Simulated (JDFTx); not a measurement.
An input for JDFTx (a modified build) (Pt(111), linear PCM (GLSSA13), water, 1 M NaF; bohr, hartree) and the course of its log:

```
lattice \
  5.2689874820 2.6344937410 0.0000000000 \
  0.0000000000 4.5630770189 0.0000000000 \
  0.0000000000 0.0000000000 43.0857556415
coords-type Lattice
ion Pt 0.0000000000 0.0000000000 -0.1497749150 0
ion Pt 0.3333333333 0.3333333333 -0.0499249720 0
ion Pt 0.6666666667 0.6666666667 0.0499249720 0
ion Pt 0.0000000000 0.0000000000 0.1497749150 0
ion-species pseudo/pt_pbe_v1.4.upf
elec-cutoff 20 130
elec-ex-corr gga-PBE
coulomb-interaction Slab 001
coulomb-truncation-embed 0 0 0
kpoint-folding 8 8 1
elec-smearing Fermi 0.01
elec-n-bands 43
target-mu -0.179704
electronic-scf nIterations 100 energyDiffThreshold 1e-07
fluid LinearPCM
pcm-variant GLSSA13
fluid-solvent H2O
fluid-cation Na+ 1
fluid-anion F- 1
fluid-minimize nIterations 400 knormThreshold 1e-11
wavefunction read f0.wfns
elec-initial-eigenvals f0.eigenvals
elec-initial-fillings read f0.fillings
fluid-initial-state f0.fluidState
dump-name f0_u0.$VAR
dump End State Ecomponents EigStats BandEigs Forces ElecDensity IonicPositions Fillings Kpoints Dtot FluidDebug BoundCharge FluidDensity
```

```
[one cycle in 5 is shown, and the last three; fluid-solver lines are left out]
	FillingsUpdate:  mu: -0.179704000  nElectrons: 66.182053
SCF: Cycle:  0   G: -341.385920653465519   dG: +2.919e+00   |Residual|: 1.871e-01   |deigs|: 1.573e-06
	FillingsUpdate:  mu: -0.179704000  nElectrons: 64.388710
SCF: Cycle:  5   G: -344.234954369216382   dG: -1.668e-01   |Residual|: 2.567e-02   |deigs|: 2.063e-03
	FillingsUpdate:  mu: -0.179704000  nElectrons: 64.119452
SCF: Cycle: 10   G: -344.302416047619090   dG: +2.019e-03   |Residual|: 5.061e-03   |deigs|: 8.844e-04
	FillingsUpdate:  mu: -0.179704000  nElectrons: 64.056883
SCF: Cycle: 15   G: -344.305063684985782   dG: -6.756e-05   |Residual|: 3.870e-04   |deigs|: 3.201e-04
	FillingsUpdate:  mu: -0.179704000  nElectrons: 64.054818
SCF: Cycle: 20   G: -344.305067995913248   dG: +2.235e-07   |Residual|: 5.827e-05   |deigs|: 9.836e-05
	FillingsUpdate:  mu: -0.179704000  nElectrons: 64.055338
SCF: Cycle: 25   G: -344.305067637742411   dG: +5.812e-07   |Residual|: 8.327e-05   |deigs|: 1.097e-05
	FillingsUpdate:  mu: -0.179704000  nElectrons: 64.054946
SCF: Cycle: 30   G: -344.305067930453902   dG: +1.530e-07   |Residual|: 5.712e-05   |deigs|: 1.387e-05
	FillingsUpdate:  mu: -0.179704000  nElectrons: 64.054672
SCF: Cycle: 35   G: -344.305068165778380   dG: -3.671e-07   |Residual|: 3.488e-05   |deigs|: 4.685e-06
	FillingsUpdate:  mu: -0.179704000  nElectrons: 64.055608
SCF: Cycle: 40   G: -344.305067020102854   dG: +1.132e-06   |Residual|: 1.188e-04   |deigs|: 7.263e-06
	FillingsUpdate:  mu: -0.179704000  nElectrons: 64.054396
SCF: Cycle: 45   G: -344.305068198934521   dG: -2.352e-07   |Residual|: 6.463e-06   |deigs|: 3.663e-06
	FillingsUpdate:  mu: -0.179704000  nElectrons: 64.053711
SCF: Cycle: 50   G: -344.305067861942689   dG: +3.163e-07   |Residual|: 6.073e-05   |deigs|: 3.790e-06
	FillingsUpdate:  mu: -0.179704000  nElectrons: 64.054523
SCF: Cycle: 55   G: -344.305068175314204   dG: -5.254e-08   |Residual|: 3.798e-05   |deigs|: 3.490e-06
	FillingsUpdate:  mu: -0.179704000  nElectrons: 64.055309
SCF: Cycle: 60   G: -344.305067532918486   dG: +6.515e-07   |Residual|: 8.844e-05   |deigs|: 6.007e-06
	FillingsUpdate:  mu: -0.179704000  nElectrons: 64.054518
SCF: Cycle: 65   G: -344.305068174100199   dG: -1.716e-06   |Residual|: 2.604e-05   |deigs|: 9.143e-06
	FillingsUpdate:  mu: -0.179704000  nElectrons: 64.055053
SCF: Cycle: 70   G: -344.305067796472599   dG: +3.191e-07   |Residual|: 6.638e-05   |deigs|: 4.010e-06
	FillingsUpdate:  mu: -0.179704000  nElectrons: 64.056593
SCF: Cycle: 75   G: -344.305065061668927   dG: +3.102e-06   |Residual|: 1.947e-04   |deigs|: 1.389e-05
	FillingsUpdate:  mu: -0.179704000  nElectrons: 64.054489
SCF: Cycle: 80   G: -344.305068164646400   dG: -2.372e-06   |Residual|: 2.392e-05   |deigs|: 1.098e-05
	FillingsUpdate:  mu: -0.179704000  nElectrons: 64.054425
SCF: Cycle: 85   G: -344.305068165851139   dG: -8.467e-06   |Residual|: 1.901e-05   |deigs|: 2.214e-05
	FillingsUpdate:  mu: -0.179704000  nElectrons: 64.056690
SCF: Cycle: 90   G: -344.305064453673026   dG: +3.707e-06   |Residual|: 2.103e-04   |deigs|: 1.449e-05
	FillingsUpdate:  mu: -0.179704000  nElectrons: 64.054618
SCF: Cycle: 95   G: -344.305068135860779   dG: -6.350e-07   |Residual|: 2.871e-05   |deigs|: 5.077e-06
	FillingsUpdate:  mu: -0.179704000  nElectrons: 64.054499
SCF: Cycle: 97   G: -344.305068149778720   dG: -5.737e-07   |Residual|: 3.277e-05   |deigs|: 5.913e-06
	FillingsUpdate:  mu: -0.179704000  nElectrons: 64.052711
SCF: Cycle: 98   G: -344.305065948494700   dG: +2.201e-06   |Residual|: 1.596e-04   |deigs|: 1.119e-05
	FillingsUpdate:  mu: -0.179704000  nElectrons: 64.054455
SCF: Cycle: 99   G: -344.305068157549954   dG: -2.209e-06   |Residual|: 1.587e-05   |deigs|: 1.105e-05
SCF: None of the convergence criteria satisfied after 100 iterations.
IonicMinimize: Iter:   0  G: -344.305068157549954  |grad|_K:  0.000e+00
IonicMinimize: Converged (|grad|_K<1.000000e-04).
```

This run gave no converged result. The loop ran out of cycles short of its threshold. It has stalled and not diverged: the last ten energies span 4e-06 Ha, so the total is near its end, but levels, forces and the electron count aren't shown converged.
